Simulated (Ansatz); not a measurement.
Values for one crystal, relaxed and computed with plane-wave PAW r²SCAN (Ansatz code); other levels are named.

| Quantity | Result |
|---|---|
| Volume per atom | 18.32 Å³ |
| Electronic character | metallic (no gap) |
| Formation energy from the elements (no fitted shifts) | -0.89 eV/atom |
| Density of states at the Fermi level | 0.34 states/eV per atom (mean over ±0.08 eV) |

**Question.** Pick the material that matches.
A) ZnNi, L1₀ or tetragonal B2
B) ScAu2, MoSi2 or CaC2 type
C) IrRh3, I4/mmm (Ir on 2a, Rh on 4d, Rh on 2b)
D) MgRh, CsCl type

**Answer.** B, ScAu2, MoSi2 or CaC2 type

The workflow started from a Materials Project entry (that database holds measured and hypothetical structures alike); the Crystallography Open Database copy checked does not list it. With Sc and Au taken as one species the cell has the higher symmetry I4/mmm, so it may be an ordered model of a mixed-site phase. Whether it is the stable phase at ambient conditions was not checked. Symmetry was held in the r²SCAN relaxation; whether a distortion lowers the energy is not shown. The run is not spin-polarised. The references are the lowest solids computed at this level, not always the standard phases. Spin–orbit coupling is left out wherever it is not named.

Potentials: the later of the program's two PAW sets.
